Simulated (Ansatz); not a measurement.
## AlRu (Pm-3m), an elastic constant from a strain scan

Method: Ansatz 0.2.0, DFT r2SCAN, scalar-relativistic, plane waves, PAW. Cutoff 500 eV, Γ-centred 20×20×20 k-points, Gaussian smearing of 0.15 eV. No spin polarisation. Energies are free energies at this smearing, counted from the undisturbed cell; pressure is positive in compression.

Zero of the scan (relaxed at this level; it needn't be the usual structure):

```
Al Ru
1.0
     2.98262    0.00000    0.00000
     0.00000    2.98262    0.00000
     0.00000    0.00000    2.98262
Al Ru
1 1
Cartesian
  0.0000 0.0000 0.0000
  1.4913 1.4913 1.4913
```

The cell is strained by ε times the Voigt pattern (1, -1, 0, 0, 0, 0) (xx, yy, zz, yz, xz, xy; engineering shear) with fractional coordinates fixed. The cell holds 2 atoms in V0 = 26.53 Å³. The stress column is τ = (1/V0) dE/dε, got from the stress tensor σ (compression positive) at each point as −det(1 + εP) σ : P(1 + εP)⁻¹, with P the pattern as a tensor.

| ε | ΔE (meV/atom) | τ (GPa) |
| --- | --- | --- |
| -0.1312 | 305.643 | -56.204 |
| -0.1125 | 221.095 | -51.030 |
| -0.0937 | 149.288 | -41.200 |
| -0.0750 | 92.934 | -31.668 |
| -0.0562 | 50.722 | -22.676 |
| -0.0375 | 22.057 | -14.487 |
| -0.0187 | 5.403 | -7.014 |
| 0.0000 | 0.000 | 0.000 |
| 0.0187 | 5.403 | 7.014 |
| 0.0375 | 22.057 | 14.487 |
| 0.0562 | 50.722 | 22.676 |
| 0.0750 | 92.934 | 31.668 |
| 0.0937 | 149.288 | 41.200 |
| 0.1125 | 221.095 | 51.030 |
| 0.1312 | 305.643 | 56.204 |
| 0.1500 | ? | ? |

Q: Which combination of elastic constants does this scan measure, and how large is it?

A: For small ε, τ = τ0 + Kε with K = pᵀCp, which for this pattern is 2(C11 − C12) in the cubic axes. The parabola through τ at ε = -0.0187, 0 and 0.0187 has slope K = 375 GPa at zero. The energies per cell, E = NΔE, of the same two points give K = 2[E(ε₊)/ε₊ − E(ε₋)/ε₋]/[(ε₊ − ε₋)V0] = 373 GPa, in agreement.

Q: Predict the withheld row at ε = 0.1500 from the harmonic law, and compare.

A: ΔE = V0(τ0 ε + Kε²/2)/N = 349.388 meV/atom and τ = 56.26 GPa. The calculation gives 392.192 meV/atom and 55.07 GPa: the energy lies 12 % above the harmonic value.

In a metal these slopes depend on the k mesh and the smearing.

Cost: 9 runs of about 6.8 core-minutes in all, on Intel Xeon Processor @ 2.70GHz (shared hosts).